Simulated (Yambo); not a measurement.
**CuI monolayer: sweep of GW parameters**

G0W0@PBEsol for a free-standing CuI monolayer (symmetry P4/nmm, slab cell 16.4 Å high) in Yambo. Reference settings: 4×4×1 Γ-centred k mesh, bands 9 to 186 and a 7 Ry block in the screening, 186 bands in G with the Bruneval-Gonze terminator, plasmon pole fitted at 27.2 eV, slab-truncated Coulomb interaction, stochastic integration of W near q = 0. The PBEsol gap Γ → Γ on this mesh is 2.15 eV; G0W0 gaps are taken between the same points.

```json
[
 {"change from the reference": "reference settings", "G0W0 gap Γ → Γ (eV)": "3.89", "shift of the valence edge (eV)": "-0.93", "rough Yambo cost": "1"},
 {"change from the reference": "73 bands in W, 73 bands in G", "G0W0 gap Γ → Γ (eV)": "4.05", "shift of the valence edge (eV)": "-0.77", "rough Yambo cost": "about 1/3"},
 {"change from the reference": "122 bands in W, 122 bands in G", "G0W0 gap Γ → Γ (eV)": "3.95", "shift of the valence edge (eV)": "-0.87", "rough Yambo cost": "within a factor of two"},
 {"change from the reference": "73 bands in G", "G0W0 gap Γ → Γ (eV)": "3.95", "shift of the valence edge (eV)": "-0.86", "rough Yambo cost": "–"},
 {"change from the reference": "122 bands in G", "G0W0 gap Γ → Γ (eV)": "3.91", "shift of the valence edge (eV)": "-0.92", "rough Yambo cost": "–"},
 {"change from the reference": "90 bands in W", "G0W0 gap Γ → Γ (eV)": "3.96", "shift of the valence edge (eV)": "-0.85", "rough Yambo cost": "within a factor of two"},
 {"change from the reference": "no stochastic integration of W", "G0W0 gap Γ → Γ (eV)": "5.08", "shift of the valence edge (eV)": "-1.56", "rough Yambo cost": "–"},
 {"change from the reference": "3 Ry block", "G0W0 gap Γ → Γ (eV)": "4.17", "shift of the valence edge (eV)": "-1.16", "rough Yambo cost": "within a factor of two"},
 {"change from the reference": "6 Ry block", "G0W0 gap Γ → Γ (eV)": "3.92", "shift of the valence edge (eV)": "-0.95", "rough Yambo cost": "within a factor of two"},
 {"change from the reference": "pole fitted at 15 eV", "G0W0 gap Γ → Γ (eV)": "3.89", "shift of the valence edge (eV)": "-0.88", "rough Yambo cost": "–"},
 {"change from the reference": "73 bands in G, no terminator", "G0W0 gap Γ → Γ (eV)": "3.90", "shift of the valence edge (eV)": "-0.42", "rough Yambo cost": "–"},
 {"change from the reference": "122 bands in G, no terminator", "G0W0 gap Γ → Γ (eV)": "3.85", "shift of the valence edge (eV)": "-0.63", "rough Yambo cost": "–"},
 {"change from the reference": "no terminator", "G0W0 gap Γ → Γ (eV)": "3.83", "shift of the valence edge (eV)": "-0.74", "rough Yambo cost": "–"}
]
```

The reference isn't shown to be the converged limit. Costs are rough (shared machines), scaled to the same edge states, and given only for runs that recompute the screening. Without the stochastic integration, the mesh misses the sharp change of W near q = 0 in a layer: the 1.19 eV of that row are a sampling artefact.

Spin-orbit coupling is left out, which matters for elements this heavy: edges can move by tenths of an eV. The filled Cu 3d shell has no Hubbard U; semilocal functionals place it too high.

Geometry relaxed with PBEsol; primitive cell a = 4.0004 Å, b = 4.0004 Å, c = 16.4000 Å, α = 90.00°, β = 90.00°, γ = 90.00°.

This is a model layer cut from the bulk structure; whether it is stable on its own was not checked.

A shift is the quasiparticle energy of the state minus its PBEsol energy.
